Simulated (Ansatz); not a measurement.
SiO₂ (rutile)

Space group P4₂/mnm (No. 136); a = 4.236 Å, b = 4.236 Å, c = 2.690 Å, α = 90.00°, β = 90.00°, γ = 90.00°

```json
[
 {"atom": "Si", "site": "2a", "symmetry": "m.mm", "x": "0.0000", "y": "0.0000", "z": "0.0000"},
 {"atom": "O", "site": "4g", "symmetry": "m.2m", "x": "0.1930", "y": "0.1930", "z": "0.5000"}
]
```

The relaxed cell is deformed in two ways at once: its volume V is scaled, and at that volume it is stretched along z (the c axis of the conventional cell) so that c/a changes. Fractional atomic positions are held.

Level of theory: PBE (plane waves to 420 eV, PAW, scalar-relativistic; Ansatz, a program for electronic structure). k mesh 8×8×12 (Γ-centred), Fermi-Dirac smearing 0.05 eV. Compression counts positive. As the atoms are clamped, bonds stretch with the cell, which overstates energies and stresses. SiO2 was relaxed with its symmetry unable to fall.

Changes of σxx (GPa) from the point V/V₀ = 1.000, (c/a)/(c/a)₀ = 1.000 when one coordinate moves alone (two changes are said to add if the coupling is within 5 % of the smaller one, nearly so within 20 %):

| point | change |
|---|---|
| V/V₀ = 1.000, (c/a)/(c/a)₀ = 0.920 | -8.03 |
| V/V₀ = 1.000, (c/a)/(c/a)₀ = 0.947 | -5.29 |
| V/V₀ = 1.000, (c/a)/(c/a)₀ = 0.973 | -2.62 |
| V/V₀ = 0.920, (c/a)/(c/a)₀ = 1.000 | 27.26 |
| V/V₀ = 0.947, (c/a)/(c/a)₀ = 1.000 | 16.87 |
| V/V₀ = 0.973, (c/a)/(c/a)₀ = 1.000 | 7.85 |
| V/V₀ = 1.027, (c/a)/(c/a)₀ = 1.000 | -6.81 |
| V/V₀ = 1.053, (c/a)/(c/a)₀ = 1.000 | -12.72 |
| V/V₀ = 1.080, (c/a)/(c/a)₀ = 1.000 | -17.84 |
| V/V₀ = 1.000, (c/a)/(c/a)₀ = 1.027 | 2.58 |
| V/V₀ = 1.000, (c/a)/(c/a)₀ = 1.053 | 5.13 |
| V/V₀ = 1.000, (c/a)/(c/a)₀ = 1.080 | 7.66 |

Task: What is the change at V/V₀ = 1.053, (c/a)/(c/a)₀ = 0.973, where both move, and how far is it from the sum?

Result: The sum of the single changes is -12.72 + (-2.62) = -15.34; the calculation gives -15.01, so the coupling contributes 0.33 (under 20 % of the smaller single change, nearly additive).

Task: What is the change at V/V₀ = 1.027, (c/a)/(c/a)₀ = 0.947, where both move, and how far is it from the sum?

Result: The sum of the single changes is -6.81 + (-5.29) = -12.10; the calculation gives -11.77, so the coupling contributes 0.33 (under 20 % of the smaller single change, nearly additive).

Task: Do the two effects add at V/V₀ = 0.920, (c/a)/(c/a)₀ = 1.080? Give the computed change.

Result: The sum of the single changes is 27.26 + (7.66) = 34.92; the calculation gives 36.74, so the coupling contributes 1.82 (over 20 % of the smaller single change, not additive).

(Under strain, the slope of the energy per volume gives the stress and its curvature an elastic modulus.)
